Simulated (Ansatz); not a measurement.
Ca:
```
Ca
1.0
    0.00000     2.71740     2.71740
    2.71740     0.00000     2.71740
    2.71740     2.71740     0.00000
Ca
1
Direct
  0.00000   0.00000   0.00000
```

Relaxed with PBE+D3(BJ). Special points in fractions of this cell's reciprocal vectors: Γ (0.000, 0.000, 0.000); X (0.500, 0.000, 0.500); U (0.625, 0.250, 0.625); K (0.375, 0.375, 0.750); L (0.500, 0.500, 0.500); W (0.500, 0.250, 0.750).

Q: List the band energies nearest the Fermi level at these points for DFT-PBE+D3(BJ) in the program Ansatz with PAW potentials.

A: In eV from the Fermi level; about four levels below and three above (degenerate sets whole), none deeper than 8.9 eV; points with the same levels are listed once.

```json
[
 {"k": "Γ", "below": "-4.11", "above": "2.40 2.40 2.40"},
 {"k": "X", "below": "-0.51", "above": "0.55 1.06 4.25"},
 {"k": "U", "below": "0.00", "above": "0.41 0.88 3.38"},
 {"k": "L", "below": "-1.01 -0.13", "above": "2.27 2.27 4.26 4.26"},
 {"k": "W", "below": "–", "above": "0.17 0.72 0.72"}
]
```

Space group Fm-3m (fcc (Cu type)). The PBE+D3(BJ) relaxation kept the symmetry of its start. The pairwise dispersion correction was not fitted to metals.

Potentials: the earlier of the program's two PAW sets.
